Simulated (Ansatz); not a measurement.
## In2GaAs3: opening a crack plane

In2GaAs3, I-4m2, a = 4.206 Å, c = 17.982 Å. The structure is a Materials Project entry; whether it is the stable form wasn't checked. Ansatz: r2SCAN, PAW, 500 eV, Γ-centred 8×8×2 mesh on 12 atoms, Gaussian smearing 0.03 eV; no spin polarisation. One cut on (001) per cell of 12 atoms is opened rigidly by x, between planes of As and In that stand 1.58 Å apart; y is the energy per area (17.694 Å², 1 eV/Å² = 16.02 J/m²).

| x (Å) | y (J/m²) |
| --- | --- |
| 0.00 | 0.000 |
| 0.50 | ? |
| 1.00 | 1.533 |
| 2.00 | 2.716 |
| 3.00 | 3.031 |
| 6.00 | 3.133 |

Problem. Fit the universal binding curve y = W[1 − (1 + x/l) e^(−x/l)] to the other rows, give the peak stress, and predict the missing value.

Solution. Least squares gives W = 3.16 J/m² and l = 0.600 Å. The stress dy/dx peaks at x = l with W/(e l) = 19.4 GPa, for rigid faces. At x = 0.50: x/l = 0.833, y = 0.642 J/m². The run gave 0.528 J/m², so the fit is 0.114 J/m² too high, 3.6 % of the span of the series, against an rms of 0.031 J/m² on the fitted rows. One length l has to serve both the bottom of the well and the tail, and here they ask for different ones. The records add, with no proof that it causes the miss: the gap is closed there and open in the run one row up.

Cost: 6 runs of about 13 core-minutes in all, on AMD EPYC 9R45 (Zen 5) (shared hosts).